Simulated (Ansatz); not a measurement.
GeSe2:
```yaml
crystal:
  lattice:
    - [-2.73864, 2.73864, 5.08923]
    - [2.73864, -2.73864, 5.08923]
    - [2.73864, 2.73864, -5.08923]
  atoms:
    - { symbol: Ge, position: [0.50000, 0.50000, 0.00000] }
    - { symbol: Ge, position: [0.25000, 0.75000, 0.50000] }
    - { symbol: Se, position: [0.26544, 0.26544, 0.00000] }
    - { symbol: Se, position: [0.01544, 0.51544, 0.50000] }
    - { symbol: Se, position: [0.48456, 0.98456, 0.50000] }
    - { symbol: Se, position: [0.73456, 0.73456, 0.00000] }
```

Relaxed with PBE. Special points in fractions of this cell's reciprocal vectors: Γ (0.000, 0.000, 0.000); X (0.000, 0.000, 0.500); P (0.250, 0.250, 0.250); N (0.000, 0.500, 0.000); M (0.500, 0.500, -0.500); S (0.322, 0.678, -0.322); S0 (-0.322, 0.322, 0.322); R (-0.145, 0.145, 0.500); G (0.500, 0.500, -0.145).

List the band energies nearest the Fermi level at these points for PBE in the plane-wave PAW code Ansatz.

In eV from the Fermi level; about four levels below and three above (degenerate sets whole), none deeper than 8.9 eV; points with the same levels are listed once.

```tsv
k	below	above
Γ	-3.93 -3.93 -1.90 -1.19 -1.19	0.04 0.04 0.31
X	-0.84 -0.84 -0.32 -0.32	0.92 0.92 1.98 1.98
P	-1.43 -1.43 -0.19 -0.19	1.05 1.05 1.72 1.72
N	-1.22 -1.02 -0.98 -0.94	0.75 1.15 2.06
M	-0.52 -0.52 -0.05 -0.05	5.12 5.12 5.35 5.35
S	-1.38 -0.79 -0.68 -0.68	0.28 0.92 1.90
R	-0.99 -0.99 -0.25 -0.25	1.11 1.11 1.75 1.75
```

Space group I4_1/amd (anatase). The cell is a constructed one: a structure type filled with these elements; neither database checked (COD, Materials Project) lists it. Whether it is the stable phase at ambient conditions was not checked. The cell was relaxed with PBE under the symmetry of its start; its stability against distortions is not shown here. Spin–orbit coupling is left out wherever it is not named.

Potentials: the later of the program's two PAW sets.
